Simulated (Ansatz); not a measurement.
Relativistic treatment of MnS

```xyz
2
Lattice="0.0000 2.6122 2.6122 2.6122 0.0000 2.6122 2.6122 2.6122 0.0000" Properties=species:S:1:pos:R:3 pbc="T T T"
Mn    0.0000    0.0000    0.0000
S     2.6122    2.6122    2.6122
```

Atom numbers follow the list: Mn1, S2.

The cell comes from COD entry 9005930, which wasn't checked; take it as a given geometry.

Other magnetic orders may lie lower; this is the state that the run reached.

One fixed cell is solved with PBE by all-electron LAPW in Ansatz 0.2.0 under different relativistic treatments. Pressure is positive in compression.

Sampling and basis: a Γ-centred 14×14×14 k mesh, Fermi–Dirac smearing of 0.03 eV, basis error target 0.25 meV/atom, spin-polarised from start moments Mn1 4 μB.

```tsv
setting	P (GPa)	lowest level at Γ above −25 eV, from the valence-band top or, without a gap, the Fermi level (eV)
scalar-relativistic	-3.45	-14.57
non-relativistic	?	?
with spin–orbit coupling	-3.46	-14.57
```

Question: Fill in "lowest level at Γ above −25 eV, from the valence-band top or, without a gap, the Fermi level (eV)" for the row "non-relativistic".

Answer: -14.40.

Question: Fill in "P (GPa)" for the row "non-relativistic".

Answer: -2.87.
